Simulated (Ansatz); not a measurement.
Cu Kα1 powder pattern (kinematic, no thermal factors).
```json
{"2θ (°)": "23.73", "relative intensity": "2"}
{"2θ (°)": "27.56", "relative intensity": "2"}
{"2θ (°)": "28.57", "relative intensity": "29"}
{"2θ (°)": "28.80", "relative intensity": "100"}
{"2θ (°)": "33.31", "relative intensity": "2"}
{"2θ (°)": "36.36", "relative intensity": "1"}
{"2θ (°)": "39.82", "relative intensity": "2"}
{"2θ (°)": "43.61", "relative intensity": "7"}
{"2θ (°)": "47.67", "relative intensity": "36"}
{"2θ (°)": "47.96", "relative intensity": "43"}
{"2θ (°)": "51.99", "relative intensity": "5"}
{"2θ (°)": "54.19", "relative intensity": "1"}
{"2θ (°)": "56.53", "relative intensity": "10"}
{"2θ (°)": "56.78", "relative intensity": "22"}
{"2θ (°)": "56.91", "relative intensity": "13"}
{"2θ (°)": "66.81", "relative intensity": "2"}
{"2θ (°)": "69.94", "relative intensity": "11"}
{"2θ (°)": "71.45", "relative intensity": "2"}
{"2θ (°)": "73.41", "relative intensity": "2"}
{"2θ (°)": "76.89", "relative intensity": "3"}
{"2θ (°)": "77.22", "relative intensity": "4"}
{"2θ (°)": "77.55", "relative intensity": "10"}
{"2θ (°)": "82.61", "relative intensity": "4"}
{"2θ (°)": "86.37", "relative intensity": "2"}
{"2θ (°)": "88.64", "relative intensity": "3"}
{"2θ (°)": "89.28", "relative intensity": "12"}
{"2θ (°)": "89.49", "relative intensity": "7"}
```

The pattern is computed from a structure relaxed with Ansatz, DFT PBE, scalar-relativistic, plane waves, PAW. No spin polarisation. Its elements are Al, B, P.

Problem. Give the structure.

Solution. Al5BP6.
Space group P3m1 (No. 156). a = 3.791 Å, b = 3.791 Å, c = 18.729 Å, α = 90.00°, β = 90.00°, γ = 120.00°
| atom | site | symmetry | x | y | z |
| --- | --- | --- | --- | --- | --- |
| Al | 1a | 3m. | 0.0000 | 0.0000 | 0.0109 |
| Al | 1b | 3m. | 0.3333 | 0.6667 | 0.8387 |
| Al | 1c | 3m. | 0.6667 | 0.3333 | 0.6665 |
| Al | 1a | 3m. | 0.0000 | 0.0000 | 0.4943 |
| Al | 1b | 3m. | 0.3333 | 0.6667 | 0.3222 |
| B | 1c | 3m. | 0.6667 | 0.3333 | 0.1621 |
| P | 1a | 3m. | 0.0000 | 0.0000 | 0.8842 |
| P | 1b | 3m. | 0.3333 | 0.6667 | 0.7120 |
| P | 1c | 3m. | 0.6667 | 0.3333 | 0.5398 |
| P | 1a | 3m. | 0.0000 | 0.0000 | 0.3675 |
| P | 1b | 3m. | 0.3333 | 0.6667 | 0.1949 |
| P | 1c | 3m. | 0.6667 | 0.3333 | 0.0568 |

A pattern alone doesn't exclude other cells with like lines; this is the one computed.

Another cell of Al5BP6 relaxed alike, in P31m, lies 61 meV/atom lower, so this cell isn't the stable form at this level.

The structure comes from a generated guess; another structure or a mixture of phases may lie lower.
